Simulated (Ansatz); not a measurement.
Equation of state of GaF under PBE

```cif
data_structure
_symmetry_space_group_name_H-M 'F-43m'
_symmetry_Int_Tables_number 216
_cell_length_a 5.6925
_cell_length_b 5.6925
_cell_length_c 5.6925
_cell_angle_alpha 90.000
_cell_angle_beta 90.000
_cell_angle_gamma 90.000
_cell_volume 184.46
loop_
_atom_site_label
_atom_site_type_symbol
_atom_site_symmetry_multiplicity
_atom_site_Wyckoff_symbol
_atom_site_fract_x
_atom_site_fract_y
_atom_site_fract_z
_atom_site_occupancy
Ga1 Ga 4 d 0.25000 0.25000 0.75000 1
F1 F 4 a 0.00000 0.00000 0.00000 1
```

The cell comes from a database or a generator and needn't be the stable form of this composition.

The cell was scaled at fixed shape and fractions and run with Ansatz, Ansatz PAW (earlier soft set), cutoff 420 eV; PBE, k mesh 8 × 8 × 8 on the cell of 2 atoms, fermi-dirac occupations of 0.05 eV, no spin polarisation, no spin-orbit coupling. Energies are those that the program minimises, any entropy of the smearing included.

```tsv
V (Å³/atom)	energy over the lowest row (meV/atom)
21.6742	7.636
22.1353	3.324
22.5965	?
23.0576	0.000
23.5188	0.646
23.9799	2.662
24.4411	5.934
```

Task: Fit the third-order Birch-Murnaghan form, give V0, B0 and B′, and predict the energy left open.

Result: With y = (V0/V)^(2/3), E = E0 + (9 V0 B0/16) [(y - 1)³ B′ + (y - 1)² (6 - 4y)]. Least squares through the rows shown give V0 = 23.0796 Å³/atom, E0 = -0.009 meV, B0 = 25.94 GPa (1 eV/Å³ = 160.218 GPa) and B′ = 3.71, with a largest miss of 0.007 meV. At V = 22.5965 the form with these constants gives 0.837 meV; the run gave 0.813 meV an atom.
